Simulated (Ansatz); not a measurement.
Here is the system:

SnO2:
```cif
data_O8Sn4
_chemical_formula_sum 'Sn4 O8'
_space_group_name_H-M_alt 'Pa-3'
_space_group_IT_number 205
_space_group_name_Hall '-P 2ac 2ab 3'
_cell_length_a 5.10069
_cell_length_b 5.10069
_cell_length_c 5.10069
_cell_angle_alpha 90.000
_cell_angle_beta 90.000
_cell_angle_gamma 90.000
loop_
_atom_site_label
_atom_site_type_symbol
_atom_site_symmetry_multiplicity
_atom_site_Wyckoff_symbol
_atom_site_fract_x
_atom_site_fract_y
_atom_site_fract_z
_atom_site_occupancy
Sn1 Sn 4 a 0.00000 0.00000 0.00000 1
O1 O 8 c 0.33972 0.33972 0.33972 1
```

This is the r²SCAN-relaxed structure.

Problem. All from DFT-r²SCAN in the program Ansatz with PAW potentials, unless another level is named. Give the hole effective mass.

Solution. 1.5, 1.6, 7.6 mₑ (principal values).

Problem. Next, the electron effective mass?

Solution. 0.17 mₑ (isotropic).

The workflow started from a Materials Project entry (that database holds measured and hypothetical structures alike); the Crystallography Open Database copy checked does not list it. It is not the phase usual at ambient conditions (space group No. 136). The r²SCAN relaxation kept the symmetry of its start; whether a distortion lowers the energy is not shown. Spin–orbit coupling is left out wherever it is not named.

Potentials: the later of the program's two PAW sets.

Edges and masses are those of Kohn–Sham bands, whose gap is no quasiparticle gap.
